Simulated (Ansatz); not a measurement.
## What DFT gives for RbLuS$_{2}$

```
S Lu Rb
1.0
     4.07722    0.00000    0.00000
    -2.03861    3.53098    0.00000
     0.00000   -2.35398    7.77186
S Lu Rb
2 1 1
Direct
  0.23179 0.46358 0.69537
  0.76821 0.53642 0.30463
  0.50000 0.00000 0.50000
  0.00000 0.00000 0.00000
```

Level: r2SCAN, no spin polarisation; 500 eV; 8×8×8 Γ-centred mesh; fermi-dirac occupations (width 0.1 eV); Ansatz 0.2.0, fixed geometry.

(1) Give the Bader charges.

(2) Describe some of the short contacts.

(3) What is the band gap?

(4) What does the stress say?

(5) Which orbitals make up the band edges?

Origin: a known structure type with other elements, at an estimated volume, so it need not be a known compound.

Answers

(1) Bader charges in e: Rb +0.81, Lu +2.04, S -1.42. In the mean Lu gives up most and S takes most.

(2) S–Lu at 2.80 Å: least valence density 0.26 e/Å³ and ELF 0.21 there. Rb–S at 3.34 Å: least valence density 0.08 e/Å³ and ELF 0.04 there, a closed-shell (ionic or weak) contact. These are pseudo-fields; inside the PAW spheres they differ from the all-electron ones.

(3) The gap is 2.78 eV, indirect (the least direct gap found is 3.54 eV). A semilocal functional usually gives too small a gap.

(4) The pressure is -4.0 GPa (compression positive), so with the atoms held at these fractions the cell would first shrink.

(5) Within 0.7 eV of the edges, the states project mainly on S p (93 %) below the gap and on Lu d (73 %) above it.
